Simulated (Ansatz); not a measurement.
BN in space group Pm-3n (No. 223; B on 6c, N on 6d) at seven volumes, plane-wave PAW r²SCAN (Ansatz code), scaled uniformly. One row is withheld.

```tsv
V (Å³/atom)	P (GPa)
6.550	34.37
6.766	21.28
6.982	9.90
7.198	0.01
7.414	?
7.630	-16.09
7.846	-22.61
```

Question: Fit the shown pressures and predict the withheld one.

Answer: P = (3/2)B₀(x^(7/2) − x^(5/2))[1 + (3/4)(B′ − 4)(x − 1)] with x = (V₀/V)^(2/3). Least squares on the six rows gives V₀ = 7.198 Å³/atom, B₀ = 307 GPa, B′ = 3.63. At V = 7.414, x = 0.9805 and P = -8.60 GPa. The run itself gave -8.60 GPa.

The start of the workflow was typed in or built on a structure type; neither database checked (COD, Materials Project) lists it. It is not the phase usual at ambient conditions (space group No. 186, 194, 216). The r²SCAN relaxation kept the symmetry of its start; its stability against distortions is not shown here.

Potentials: the later of the program's two PAW sets.
